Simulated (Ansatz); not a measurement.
Y:
```
Y
1.0
    0.00000     2.48860     2.48860
    2.48860     0.00000     2.48860
    2.48860     2.48860     0.00000
Y
1
Cartesian
  0.00000   0.00000   0.00000
```

Relaxed with PBEsol.

List the phonon frequencies at the special points (DFPT on a 4×4×4 q-mesh, Fourier-interpolated; PBEsol in the plane-wave PAW code Ansatz).

In cm⁻¹.

| q | frequencies |
|---|---|
| Γ | 0 0 0 |
| X | 130 135 135 |
| U | 111 124 131 |
| K | 111 124 131 |
| L | 69 69 132 |
| W | 100 132 132 |

Space group Fm-3m (fcc (Cu type)). The first step of the workflow began from a Materials Project structure, measured or hypothetical; the Crystallography Open Database files this formula in space group No. 225, but the cells were not matched. It is not the phase usual at ambient conditions (space group No. 194). The cell was relaxed with PBEsol under the symmetry of its start; whether a distortion lowers the energy is not shown. No spin polarisation was allowed. As this level gives no gap, phonon frequencies hold no LO–TO term and depend on the k-mesh and smearing (Fermi–Dirac, 0.1 eV here).

Potentials: the earlier of the program's two PAW sets. The files were generated under PBE; for other functionals the program regenerates the frozen cores, and for LDA and PBEsol the local potential too.
